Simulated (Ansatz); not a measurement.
**Lattice vibrations of CaLu2Pd3C3 at Γ**

Theory: DFT PBE, scalar-relativistic, plane waves, PAW (Ansatz). Cutoff 420 eV, 6×6×6 k-points (Γ-centred), Gaussian smearing of 0.10 eV. No spin polarisation. Phonons by linear response, acoustic sum rule imposed.

Equilibrium structure at this level:
```
CELL_PARAMETERS angstrom
5.57897 0.00000 0.00000
-2.78949 4.83153 0.00000
0.00000 0.00000 5.10953
ATOMIC_POSITIONS crystal
Ca 0.00000 0.00000 0.00000
Lu 0.33333 0.66667 0.50000
Lu 0.66667 0.33333 0.50000
Pd 0.48836 0.00000 0.00000
Pd 0.51164 0.51164 0.00000
Pd 0.00000 0.48836 0.00000
C 0.15434 0.00000 0.50000
C 0.84566 0.84566 0.50000
C 0.00000 0.15434 0.50000
```

It was reached by relaxing an invented guess, and it needn't be the stable form of this composition. In a metal, frequencies depend on the k mesh and the smearing, soft modes most.

Optical modes at Γ:
```
frequency (meV)  degeneracy
            4.8           2
            7.3           1
           10.6           1
           11.1           2
           14.2           1
           15.1           2
           15.2           1
           15.4           2
           24.5           2
           24.7           1
           30.6           1
           32.5           2
           44.7           1
           50.4           2
           72.0           2
          145.5           1
```

All 24 optical modes at Γ are real: no displacement of atoms at fixed cell lowers the energy to second order. Strains and modes at other wave vectors aren't tested by this run.
